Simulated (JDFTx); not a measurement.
System: chlorobenzene, C6H5Cl (SMILES Clc1ccccc1), charge 0, multiplicity 1; geometry: optimised with GFN2-xTB in vacuum (no frequencies checked; largest PBE force component 0.5 eV/Å). Z-matrix (Å, degrees):
```
C
C 1 1.3853
H 2 1.0788 1 120.06
C 2 1.3842 3 120.76 1 179.97
H 4 1.0796 2 119.48 3 -0.05
C 4 1.3847 5 120.17 2 179.92
H 6 1.0795 4 120.07 5 0.03
C 6 1.3847 7 120.03 4 179.92
H 8 1.0796 6 120.15 7 0.08
C 8 1.3840 9 119.50 6 -179.98
H 10 1.0787 8 120.78 9 0.04
Cl 1 1.7307 2 119.49 3 0.02
```

Level of theory: PBE, GBRV ultrasoft potentials, plane waves to 20/100 Ha; code: JDFTx (a modified build). Liquid: CANDLE, water, 2 M NaF. The liquid run sits in a periodic box with 3.75 Å from the outermost atoms to the faces; the vacuum run is isolated. The box matters at about 0.01 eV. Solvation energy here means the total energy in the continuum liquid minus that in vacuum, same nuclei, nothing added for thermal motion or standard states.

| Quantity | Value |
|---|---|
| solvation energy | 0.01 eV |
| part: cavitation term of the fluid | 0.65 eV |
| part: dispersion term of the fluid | -0.50 eV |
| part: electrostatic term of the fluid | -0.18 eV |
| part: distortion of the solute's electrons | 0.04 eV |
| dipole moment in vacuum | 1.59 D |
| dipole moment in the liquid | 2.29 D |
| highest occupied level in vacuum (zero: vacuum level) | -6.16 eV |
| highest occupied level in the liquid (zero: bulk electrolyte) | -6.07 eV |
| volume of the model's cavity | 304.9 Å³ |
| rough cost, vacuum and liquid run | 4 min and 4 min of core time |
